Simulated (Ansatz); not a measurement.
# Li₃ClO: moving Cl off its site

Li₃ClO, Pm-3m, a = 3.908 Å (as given, not relaxed at this level: -5.5 GPa). The structure is a Materials Project entry; whether it is the stable form wasn't checked. Ansatz: LDA, PAW, 420 eV, Γ-centred 6×6×6 mesh on 5 atoms, Gaussian smearing 0.05 eV; no spin polarisation.

```xyz
5
Lattice="3.9083 0.0000 0.0000 0.0000 3.9083 0.0000 0.0000 0.0000 3.9083" Properties=species:S:1:pos:R:3 pbc="T T T"
Li    0.0000    1.9542    1.9542
Li    1.9542    0.0000    1.9542
Li    1.9542    1.9542    0.0000
Cl    0.0000    0.0000    0.0000
O     1.9542    1.9542    1.9542
```

Atom 4 (Cl) moves by x along the unit vector (1.000, 0.000, 0.000), with its periodic images; all else is held. y is the free energy of the cell over the start, F the force along the path summed over the moved atoms. Symmetry makes y even in x.

```tsv
x (Å)	y (meV)	F (eV/Å)
-0.3000	65.8	0.46
-0.1500	16.0	0.22
0.0000	0.0	0.00
0.0375	1.0	-0.05
0.0750	4.0	-0.11
0.1125	9.0	-0.16
0.1875	25.1	-0.27
0.2250	36.4	-0.33
0.2625	?	?
```

Task: Fit y = c2 x² + c4 x⁴ to the energies of the other rows, give the force constant, and predict energy and force of the missing row.

Result: Least squares on the rows shown. y = 704.1 x² + 299.9 x⁴. The force constant is 2 c2 = 1.41 eV/Å², for the cell as given, at -5.5 GPa (for all images moving together, not for a lone atom). The force −dy/dx at the missing row is -0.39 eV/Å (computed -0.39). At x = 0.2625 the fit asked for gives 49.9 meV. The run gave 50.0 meV, so the fit is 0.1 meV too low, a small miss on the scale of the series.